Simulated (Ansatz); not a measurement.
Os (hcp (Mg type), space group No. 194) under volume change, DFT-PBEsol in the program Ansatz with PAW potentials, shape and atoms relaxed at each volume.

| V (Å³/atom) | E − E(relaxed) (meV/atom) | P (GPa) |
|---|---|---|
| 12.643 | ___ | ___ |
| 13.059 | 75.9 | 30.96 |
| 13.476 | 17.9 | 14.15 |
| 13.893 | 0.0 | 0.00 |
| 14.310 | ___ | ___ |
| 14.727 | 60.3 | -21.91 |
| 15.143 | 128.5 | -30.28 |

**Question.** Fill in the missing entries.

**Answer.** 
- 14.310, E − E(relaxed) (meV/atom): 15.9
- 14.310, P (GPa): -11.91
- 12.643, E − E(relaxed) (meV/atom): 181.7
- 12.643, P (GPa): 50.91

**Question.** What does a third-order Birch–Murnaghan fit give for V₀, B₀ and B′?

**Answer.** V₀ = 13.89 Å³/atom, B₀ = 431 GPa, B′ = 4.7.

Space group P6_3/mmc (hcp (Mg type)). The cell was relaxed with PBEsol under the symmetry of its start; of distortions, only those at the zone centre were tested. The run is not spin-polarised. Scalar-relativistic: spin–orbit coupling is off unless named, which matters more the heavier the elements.

Potentials: the earlier of the program's two PAW sets.
